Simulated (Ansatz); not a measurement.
**La₂NbO₃ (P-4m2)**

Method: Ansatz 0.2.0, DFT PBE, scalar-relativistic, plane waves, PAW.

Cutoff 420 eV; k points 12×12×4 on the computed 6-atom cell (Γ-centred); Gaussian smearing, width 0.10 eV; no spin polarisation.

The structure is relaxed at this level of theory with its symmetry kept, and needn't be the ground state of this composition.

```cif
data_structure
_symmetry_space_group_name_H-M 'P-4m2'
_symmetry_Int_Tables_number 115
_cell_length_a 3.2824
_cell_length_b 3.2824
_cell_length_c 9.3716
_cell_angle_alpha 90.000
_cell_angle_beta 90.000
_cell_angle_gamma 90.000
_cell_volume 100.97
loop_
_atom_site_label
_atom_site_type_symbol
_atom_site_symmetry_multiplicity
_atom_site_Wyckoff_symbol
_atom_site_fract_x
_atom_site_fract_y
_atom_site_fract_z
_atom_site_occupancy
La1 La 2 g 0.00000 0.50000 0.67243 1
Nb1 Nb 1 a 0.00000 0.00000 0.00000 1
O1 O 1 b 0.50000 0.50000 0.00000 1
O2 O 2 g 0.00000 0.50000 0.39895 1
```

(1) Formation energy from the elements' standard states (uncorrected)?

(2) Kohn–Sham band gap?

(3) Density of states at the Fermi level?

(4) Orbital (Löwdin) character within 0.5 eV of the Fermi level?

(5) Bader charge by site (e)?

Spin-orbit coupling is left out, which matters for the bands of heavy elements.

## Answers

(1) -2.084 eV/atom.

(2) none (metal).

(3) 3.2 states/eV per cell.

(4) Nb 4d 55 %, La 5d 23 %, O 2p 10 %.

(5) La (2 in the cell) 1.64, Nb (1 in the cell) 0.74, O (1 in the cell) -1.38, O (2 in the cell) -1.33.

The cell was found from a structure generator's guess, not taken from experiment. Löwdin shares on free-atom orbitals overweight diffuse shells.
